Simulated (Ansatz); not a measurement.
Input:

RuP2 (space group Pnnm)

Space group Pnnm (No. 58); a = 5.103 Å, b = 5.869 Å, c = 2.862 Å, α = β = γ = 90.00°

```csv
atom,site,symmetry,x,y,z
P,4g,..m,0.1625,0.3718,0.0000
Ru,2a,..2/m,0.0000,0.0000,0.0000
```

Equation-of-state scan: isotropic scaling of the cell above, V₀ being its volume. The atoms relax within the cell's symmetry.

Level of theory: PBEsol (plane waves to 420 eV, PAW, scalar-relativistic; Ansatz, a program for electronic structure). k mesh 7×6×11 (Γ-centred), Fermi-Dirac smearing 0.05 eV. Energies are smeared free energies. Stress and pressure are positive under compression. With the shape held, the modulus is that of even scaling; a crystal free to change shape is softer. RuP2 is run without spin polarisation. RuP2 was relaxed with its symmetry unable to fall. ΔE is measured from the relaxed starting cell.

The scan covers V/V₀ from 0.900 to 1.100 in 13 points.

Task: What is the fitted pressure derivative B₀′?

Result: 4.6.

Task: What bulk modulus at fixed cell shape B₀ follows from a third-order Birch-Murnaghan fit?

Result: 211 GPa.

(Under strain, the slope of the energy per volume gives the stress and its curvature an elastic modulus.)
